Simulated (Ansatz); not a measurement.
Consider the following.

VO2:
```
CELL_PARAMETERS angstrom
      4.53573     0.00000     0.00000
      0.00000     4.53573     0.00000
      0.00000     0.00000     2.80304
ATOMIC_POSITIONS crystal
  V  0.00000 0.00000 0.00000
  V  0.50000 0.50000 0.50000
  O  0.29902 0.29902 0.00000
  O  0.79902 0.20098 0.50000
  O  0.20098 0.79902 0.50000
  O  0.70098 0.70098 0.00000
```
The run is spin-polarised.

This is the PBEsol-relaxed structure.

Q: All from PBEsol (plane waves, PAW; program Ansatz), unless another level is named. Predict the magnetic order.

A: ferromagnetic.

Q: What about the Bader charges?

A: V +2.09, O -1.05 e.

Space group P4_2/mnm (rutile). This is a known high-temperature phase of the composition, computed here at zero pressure and temperature. Symmetry was held in the PBEsol relaxation; its stability against distortions is not shown here. The final state is ferromagnetic, chosen from 5 collinear starts compared on coarse meshes (ties went to the first, and starts can fall back to one state), not a proven ground state. No Hubbard U is applied.

Potentials: the later of the program's two PAW sets.
